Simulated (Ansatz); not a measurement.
This guess for Li2MnCuC6N6 is about to be relaxed.

```
CELL_PARAMETERS angstrom
0.00000 5.11700 5.11700
5.11700 0.00000 5.11700
5.11700 5.11700 0.00000
ATOMIC_POSITIONS crystal
Li 0.25000 0.25000 0.25000
Li 0.75000 0.75000 0.75000
Mn 0.50000 0.50000 0.50000
Cu 0.00000 0.00000 0.00000
C 0.81268 0.18732 0.18732
C 0.18732 0.81268 0.18732
C 0.18732 0.18732 0.81268
C 0.18732 0.81268 0.81268
C 0.81268 0.18732 0.81268
C 0.81268 0.81268 0.18732
N 0.69836 0.30164 0.30164
N 0.30164 0.69836 0.30164
N 0.30164 0.30164 0.69836
N 0.30164 0.69836 0.69836
N 0.69836 0.30164 0.69836
N 0.69836 0.69836 0.30164
```

All numbers below come from DFT PBE, scalar-relativistic, plane waves, PAW in Ansatz. Cutoff 420 eV, Gaussian smearing, Γ-centred meshes. Cell and atoms relax first on a coarse mesh and then on a finer one. In between, the cell is made exact in the group found at 0.06 Å. In metals the finer mesh still leaves noise of several meV/atom or more. The steps can't lower the symmetry of their start, moments included. Collinear spin, starting moments 0 0 4 -1 0 0 0 0 0 0 0 0 0 0 0 0 μB in the order of the atoms.

A guess keeps its type if space group and coordination stay and the shape of the cell changes little (axis ratios within about 15 %, angles within 6°); the volume may change.

Task: Does this structure survive the relaxation?

Result: It keeps its type. The symmetry stays Fm-3m (No. 225). The volume per atom grows by 6.9 %, from 16.7 to 17.9 Å³. The shortest distance goes from 1.17 Å (C–N) to 1.18 Å (C–N). Counting neighbours within 15 % of an atom's shortest distance, the start has C 1, Cu 6, Li 24, Mn 6, N 1 and the end C 1, Cu 6, Li 24, Mn 6, N 1.

The last run used collinear spin, a 6×6×6 mesh for its 16-atom cell and Gaussian smearing of 0.10 eV. In such compounds of Cu and Mn a zero gap at this level may well be an artefact, since no Hubbard U is applied. Another magnetic order may lie lower. A structure relaxed within its symmetry needn't be a true minimum.
